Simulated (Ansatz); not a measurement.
Si (diamond), conventional cell a = b = c = 5.444 Å, α = β = γ = 90.00°. The calculation uses the primitive cell of 2 atoms, to which meshes and values per cell refer.

E(V) scan at fixed shape, V₀ the volume above. Symmetry pins the atoms to their sites.

Method: r2SCAN (plane waves to 500 eV, PAW, scalar-relativistic; Ansatz, an electronic-structure program). k mesh 11×11×11 (Γ-centred), Fermi-Dirac smearing 0.05 eV. E stands for the smeared free energy. Stress and pressure are positive under compression. Si was relaxed with its symmetry unable to fall. The zero of ΔE is the relaxed starting cell.

```
V/V₀   ΔE (eV/atom)  P (GPa)
-----  ------------  -------
0.840        0.2102     24.2
0.880        0.1094     16.1
0.920        0.0451      9.6
0.960        0.0105      4.3
1.000        0.0000      0.0
1.040        0.0091     -3.5
1.080        0.0341     -6.3
1.120        0.0719     -8.6
1.160        0.1200    -10.4
```

Read from the data:

- Pressure at the smallest volume: 24.2 GPa
- Energy cost of the largest compression: 210.2 meV/atom
- Energy cost of the largest expansion: 120.0 meV/atom
- Bulk modulus B₀ (third-order Birch-Murnaghan fit): 96.4 GPa
- Pressure derivative B₀′ (fit): 4.2
- Equilibrium volume of the fit: 20.17 Å³/atom
- Pressure for 5 % compression (fit): 5.5 GPa

(Under strain, the slope of the energy per volume gives the stress and its curvature an elastic modulus.)
